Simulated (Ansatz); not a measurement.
Ansatz 0.2.0, single run: Pb2S2Br

The command:

```bash
ansatz run input.yaml --threads 1 --pin off --max-ram 2560MiB --backend cpu --events-out ev --progress --plain --runs-dir out
```

input.yaml:

```yaml
crystal:
  lattice:
    - [0.0, 4.296471, 0.0]
    - [4.296471, 0.0, 0.0]
    - [2.148235, 2.148235, -7.142471]
  atoms:
    - { symbol: Pb, position: [0.15, 0.15, 0.7] }
    - { symbol: Pb, position: [0.85, 0.85, 0.3] }
    - { symbol: S, position: [0.75, 0.25, 0.5] }
    - { symbol: S, position: [0.25, 0.75, 0.5] }
    - { symbol: Br, position: [0.5, 0.5, 0.0] }
  symmetry: { tolerance: 0.0003 }
kpoints:
  mp_grid: { grid: [5, 5, 5], shift: [0, 0, 0] }
magnetization:
  spin_polarized: false
scf:
  occupations: { method: fixed }
  max_iter: 100
hamiltonian:
  pseudopotentials: { kind: paw }
  xc: blyp
basis:
  ecutwfc: 420
output:
  forces: true
  stress: true
  eigenvalues: true
```

Origin of the cell: a known structure type with other elements, at an estimated volume, so it need not be a known compound.

Output:

```
Error: inconsistent input (scf.occupations.method, magnetization): a σ = 0 step fill (method: fixed, or a smearing width below the step floor) cannot realise an odd electron count (47) without a locked total moment — the per-k integer fill puts the same N_el/2 bands in each spin channel; set magnetization.spin_polarized: true with magnetization.spin_locking.lock_magnetization: h […]
```

Question: Why did it fail?

Answer: It holds fixed occupations whatever the gap: `scf.occupations` typed as { method: fixed }. The input was rejected before any iteration.
